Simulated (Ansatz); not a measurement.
SrO (rock salt), conventional cell a = b = c = 5.1599 Å, α = β = γ = 90.00°. The calculation uses the primitive cell of 2 atoms, to which meshes and values per cell refer.

The relaxed cell is deformed in two ways at once: its volume V is scaled, and at that volume it is stretched along z (the c axis of the conventional cell) so that c/a changes. Fractional atomic positions are held.

The numbers are results of r2SCAN (plane waves to 500 eV, PAW, scalar-relativistic; Ansatz, a first-principles code), not measurements. k mesh 11×11×11 (Γ-centred), Fermi-Dirac smearing 0.05 eV. The energy includes the smearing's −TS. SrO was relaxed with its symmetry unable to fall. ΔE is measured from the relaxed starting cell.

Task: What ΔE (meV/atom) does the calculation give at all points of the grid V/V₀ = 0.960, 0.980, 1.000, 1.020, 1.040 by (c/a)/(c/a)₀ = 0.880, 0.940, 1.000, 1.060, 1.120?

Result: ΔE (meV/atom), with V/V₀ across and (c/a)/(c/a)₀ down:

| (c/a)/(c/a)₀ \ V/V₀ | 0.960 | 0.980 | 1.000 | 1.020 | 1.040 |
|---|---|---|---|---|---|
| 0.880 | 119.6 | 104.2 | 93.9 | 88.0 | 86.2 |
| 0.940 | 32.3 | 23.8 | 19.9 | 20.1 | 24.0 |
| 1.000 | 8.6 | 2.1 | 0.0 | 1.9 | 7.5 |
| 1.060 | 27.1 | 19.0 | 15.4 | 15.9 | 20.1 |
| 1.120 | 76.1 | 63.6 | 55.9 | 52.6 | 53.1 |

(Under strain, the slope of the energy per volume gives the stress and its curvature an elastic modulus.)
